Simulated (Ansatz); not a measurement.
ZrGeS:
Space group P4/nmm, origin choice 1 (No. 129); a = 3.640 Å, b = 3.640 Å, c = 8.064 Å, α = 90.00°, β = 90.00°, γ = 90.00°

```csv
atom,site,symmetry,x,y,z
Zr,2c,4mm,0.0000,0.5000,0.2747
S,2c,4mm,0.5000,0.0000,0.3784
Ge,2a,-4m2,0.0000,0.0000,0.0000
```

Relaxed at zero pressure with r²SCAN (plane waves, PAW; program Ansatz).

### Question
The volume is raised by 3 % and shape and atoms relax at that volume. What pressure results, and how do the axes share the change?

### Answer
-3.5 GPa; a 1.0 %, b 1.0 %, c 1.0 %; the energy rises by 6 meV/atom.

### Question
Give the new structure.

### Answer

Space group P4/nmm, origin choice 1 (No. 129); a = 3.676 Å, b = 3.676 Å, c = 8.146 Å, α = 90.00°, β = 90.00°, γ = 90.00°

```csv
atom,site,symmetry,x,y,z
Zr,2c,4mm,0.0000,0.5000,0.2740
S,2c,4mm,0.5000,0.0000,0.3779
Ge,2a,-4m2,0.0000,0.0000,0.0000
```

The phase is kept; no other phase was compared at this pressure.

The workflow started from an entry of the Crystallography Open Database (COD). Its standing as an ambient phase is unchecked. The r²SCAN relaxation kept the symmetry of its start; whether a distortion lowers the energy is not shown. The run is not spin-polarised.

Potentials: the later of the program's two PAW sets.
